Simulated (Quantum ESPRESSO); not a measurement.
Ca2MgZnO4, a curve over strain

A calculation, not a measurement. The program is pw.x of Quantum ESPRESSO 7.5 (plane-wave density functional theory). The cell is made up: 8 atoms on a rocksalt lattice, with randomly drawn elements, strain and displacements, not relaxed. PseudoDojo standard norm-conserving files (v0.5 for PBE, v0.4.1 for LDA and PBEsol) set the functional; there is no spin polarisation, spin-orbit coupling or dispersion term, and the masses in the input are unused placeholders.

Seven runs add a strain to one cell (along z); the atoms follow the cell and are not relaxed. Stress in the table is positive in tension.

Input of the run at +0.0022:

```
&control calculation='scf', pseudo_dir='./dojo.nc.sr.pbe.v0_5.standard.upf', outdir='./o', disk_io='medium', tprnfor=.true., tstress=.true. /
&system ibrav=0, nat=8, ntyp=4, nbnd=43, ecutwfc=84.00895049, nosym=.true., tot_charge=0,
 occupations='smearing', smearing='fd', degauss=0.0018374661
/
&electrons conv_thr=7.350e-09, electron_maxstep=60, /
ATOMIC_SPECIES
Ca 1.0 Ca.upf
Mg 1.0 Mg.upf
O 1.0 O.upf
Zn 1.0 Zn.upf
CELL_PARAMETERS angstrom
4.5803 0.0528 -0.0326
0.0528 4.5264 -0.0335
-0.0325 -0.0334 4.5725
ATOMIC_POSITIONS angstrom
Ca 0.0295 -0.0456 -0.0168
Ca 0.0168 2.2527 2.2889
Mg 2.3471 0.0201 2.1856
Zn 2.3234 2.2855 0.0128
O 2.3143 0.072 -0.0215
O 2.3019 2.3415 2.2627
O 4.6124 0.0365 2.328
O 4.6338 2.2893 -0.0404
K_POINTS automatic
4 4 4 1 1 1
```

| added strain | free energy less that of the input shown (eV) | stress xx (GPa) | stress yy (GPa) | stress zz (GPa) | stress xy (GPa) | pressure (GPa) | iterations |
| --- | --- | --- | --- | --- | --- | --- | --- |
| -0.0176 | 0.0726 | -3.61 | -6.67 | -9.06 | 2.03 | 6.44 | 12 |
| -0.0096 | 0.0354 | -2.96 | -5.95 | -6.67 | 2.05 | 5.19 | 12 |
| +0.0022 | 0.0000 | -2.04 | -4.94 | -3.54 | 2.07 | 3.51 | 11 |
| +0.0042 | -0.0040 | -1.89 | -4.77 | -3.04 | 2.08 | 3.24 | 12 |
| +0.0131 | -0.0148 | -1.24 | -4.05 | -1.01 | 2.10 | 2.10 | 12 |
| +0.0215 | -0.0156 | -0.65 | -3.40 | 0.72 | 2.11 | 1.11 | 12 |
| +0.0247 | -0.0137 | -0.43 | -3.15 | 1.33 | 2.12 | 0.75 | 12 |

A cubic fit gives a slope of stress zz against the added strain of 254 GPa at zero added strain, with the atoms clamped. Across the table the free energy follows the integral of the stress to within 0.9 meV. A rerun of one of the cells at 1437 eV and a 6 x 6 x 6 mesh moved values by no more than 0.002 eV in energy, 0.04 GPa in stress and 0.009 eV/Å in force.